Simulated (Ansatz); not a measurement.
# MoS: magnetovolume behaviour

All numbers below come from DFT PBE+U, scalar-relativistic, plane waves, PAW in Ansatz 0.2.0.

```
CELL_PARAMETERS angstrom
0.00000 2.73732 2.73732
2.73732 0.00000 2.73732
2.73732 2.73732 0.00000
ATOMIC_POSITIONS crystal
Mo 0.00000 0.00000 0.00000
S 0.50000 0.50000 0.50000
```

The plane-wave cutoff is 420 eV, the Γ-centred k-mesh is 14×14×14 and the occupation rule is Gaussian smearing, 0.1 eV. The U_eff on Löwdin-orthogonalised atomic d orbitals is Mo 4.38 eV. The list of starting moments (μB, in atom order) is 2 0. The check for lower electronic states after the SCF is on.

The cell is scaled evenly at fixed fractional positions, V₀ being the volume of the cell shown; start: ferromagnetic. The states are those that the runs reached from these starts; a lower one can exist. Energies are extrapolated to zero smearing.

Site moments are spin moments in atom-centred spheres that scale with the neighbour distance.

```csv
V/V₀,E above lowest (meV/atom),P (GPa),cell moment (μB),site moments (μB)
0.800,?,?,?,?
0.860,127.4,15.1,3.91,Mo +2.92
0.920,37.7,8.0,4.00,"Mo +3.07, S -0.05"
0.960,?,?,?,?
1.000,0.0,0.0,4.00,"Mo +3.20, S -0.12"
1.040,7.6,-2.8,4.00,"Mo +3.26, S -0.15"
1.100,42.1,-5.9,4.00,"Mo +3.34, S -0.20"
1.180,118.2,-8.7,4.00,"Mo +3.45, S -0.26"
```

(1) Fill in the withheld rows.

## Answers

(1) The withheld rows:

```csv
V/V₀,E above lowest (meV/atom),P (GPa),cell moment (μB),site moments (μB)
0.800,268.0,21.7,3.64,Mo +2.67
0.960,8.7,3.5,4.00,"Mo +3.13, S -0.09"
```

Cost: 8 runs of about 8.1 core-minutes in all, on Intel Xeon Platinum 8375C (Ice Lake) (shared hosts).